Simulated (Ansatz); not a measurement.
Polymorphs of WSe₂, each relaxed with r²SCAN in the plane-wave PAW code Ansatz:

A: P6_3/mmc
a = b = 3.315 Å, c = 13.722 Å, α = β = 90.00°, γ = 120.00°

```
atom  site  symmetry       x       y       z
----  ----  --------  ------  ------  ------
W       2c      -6m2  0.3333  0.6667  0.2500
Se      4f       3m.  0.6667  0.3333  0.1289
```

B: CdI2 type (P-3m1)
a = b = 3.331 Å, c = 6.820 Å, α = β = 90.00°, γ = 120.00°

| atom | site | symmetry | x | y | z |
|---|---|---|---|---|---|
| W | 1a | -3m. | 0.0000 | 0.0000 | 0.0000 |
| Se | 2d | 3m. | 0.3333 | 0.6667 | 0.2453 |

Q: Put the candidates in order of energy per atom at 0 K, lowest first, for r²SCAN.

A: A (+0 meV/atom), B (+285 meV/atom)

Q: Give each one's gap.

A: A 1.33 eV; B no gap.

Not the usual ambient phase: B. Weakly bound layers, chains or molecules computed without a dispersion correction, so cells and soft constants are ill determined: A; B. All cells were relaxed under the symmetry of their starts (and spin orders); stability against distortions was not tested throughout. Rows with no word on spin ran without spin polarisation. Scalar-relativistic: spin–orbit coupling is off unless named, which matters more the heavier the elements.

Energies hold the estimated change up to a 700 eV cutoff; steps of a few meV lie near the error of the meshes.

Potentials: the later of the program's two PAW sets.
